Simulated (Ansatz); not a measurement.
This guess for AlIn₃As₄ is about to be relaxed.

```
CELL_PARAMETERS angstrom
-2.86241 2.86241 5.72483
2.86241 -2.86241 5.72483
2.86241 2.86241 -5.72483
ATOMIC_POSITIONS crystal
Al 0.00000 0.00000 0.00000
In 0.25000 0.75000 0.50000
In 0.50000 0.50000 0.00000
In 0.75000 0.25000 0.50000
As 0.12500 0.12500 0.50000
As 0.37500 0.87500 0.00000
As 0.62500 0.62500 0.50000
As 0.87500 0.37500 0.00000
```

Theory: Ansatz 0.2.0, DFT PBE, scalar-relativistic, plane waves, PAW. Cutoff 420 eV, Gaussian smearing, Γ-centred meshes. Cell and atoms relax first on a coarse mesh and then on a finer one. In between, the cell is made exact in the group found at 0.06 Å. In metals the finer mesh still leaves noise of several meV/atom or more. The steps can't lower the symmetry of their start. No spin polarisation.

A guess keeps its type if space group and coordination stay and the shape of the cell changes little (axis ratios within about 15 %, angles within 6°); the volume may change.

Question: Will the relaxed cell still be of the starting type?

Answer: It keeps its type. The symmetry stays I-42m (No. 121). The volume per atom grows by 18.8 %, from 23.5 to 27.9 Å³. The shortest distance goes from 2.48 Å (Al–As and In–As) to 2.49 Å (Al–As). The ratio c/a of the conventional cell changes by a factor of 1.00. Counting neighbours within 15 % of an atom's shortest distance, the start has Al 4, As 4, In 4 and the end Al 4, As 4, In 4.

The last run used a 10×10×10 mesh for its 8-atom cell and Gaussian smearing of 0.10 eV. Symmetry constrained the relaxation, so the result can be a saddle point.
